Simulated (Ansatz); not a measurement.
# Phonon spectrum of Ta₃Ru

The calculation used DFT LDA, scalar-relativistic, plane waves, PAW in Ansatz 0.2.0. Settings: 420 eV plane-wave cutoff, Γ-centred 12×12×12 mesh, Fermi-Dirac smearing of 0.15 eV. No spin polarisation. Phonons by linear response, acoustic sum rule imposed.

Equilibrium structure at this level:
```
CELL_PARAMETERS angstrom
0.00000 3.17357 3.17357
3.17357 0.00000 3.17357
3.17357 3.17357 0.00000
ATOMIC_POSITIONS crystal
Ta 0.25000 0.25000 0.25000
Ta 0.75000 0.75000 0.75000
Ta 0.50000 0.50000 0.50000
Ru 0.00000 0.00000 0.00000
```

In a metal, frequencies and elastic constants depend on the k mesh and the smearing, soft modes and shear constants most. Spin–orbit coupling is left out, which can shift energies with elements as heavy as these. The q mesh is coarse, so values between its points are rough.

Force constants from linear response on a 2×2×2 q mesh.

Path: Γ–X–U | K–Γ–L–W–X. Distance along the path (Å⁻¹), then the branches (cm⁻¹, negative for imaginary):
```
0.000  0 0 0 163 163 163 187 187 187 192 192 192
0.247  32 32 65 158 158 158 184 184 188 192 197 197
0.495  61 61 122 145 148 148 173 173 178 201 204 204
0.742  87 87 130 137 137 159 159 160 172 204 208 208
0.990  107 107 122 122 123 154 154 160 187 200 209 209
1.077  108 108 122 123 123 154 154 159 187 200 208 208
1.165  109 110 122 122 126 154 154 159 188 201 206 208
1.252  111 113 121 122 130 154 156 158 188 202 202 208
1.340  112 118 119 120 135 154 158 158 189 198 203 207
1.471  108 114 122 126 141 155 160 164 188 192 204 206
1.734  83 92 135 140 142 148 168 177 177 197 202 205
1.996  51 59 96 149 152 155 179 183 187 194 197 201
2.259  17 20 34 161 161 162 186 187 188 191 193 193
2.497  16 16 27 161 162 162 186 187 187 192 192 193
2.711  47 47 78 153 156 156 181 189 189 193 193 198
2.926  76 76 121 144 144 148 172 191 191 194 194 198
3.140  101 101 127 127 142 153 171 188 193 193 194 194
3.335  108 108 121 122 143 154 176 183 189 189 198 198
3.510  108 110 120 123 146 151 175 176 183 186 203 203
3.685  110 113 119 125 144 150 163 166 188 190 205 205
3.860  114 117 121 123 136 153 155 159 193 194 205 205
4.009  115 118 120 124 133 153 154 158 192 197 204 206
4.133  112 115 120 125 130 152 157 157 189 202 202 207
4.256  109 110 122 124 126 153 155 159 188 201 206 208
4.380  107 108 122 122 123 154 154 160 187 200 208 208
```

Whether Ta3Ru exists in this form wasn't checked.

Cost: 1 run of about 11 core-minutes, on Arm Neoverse V2 (shared hosts).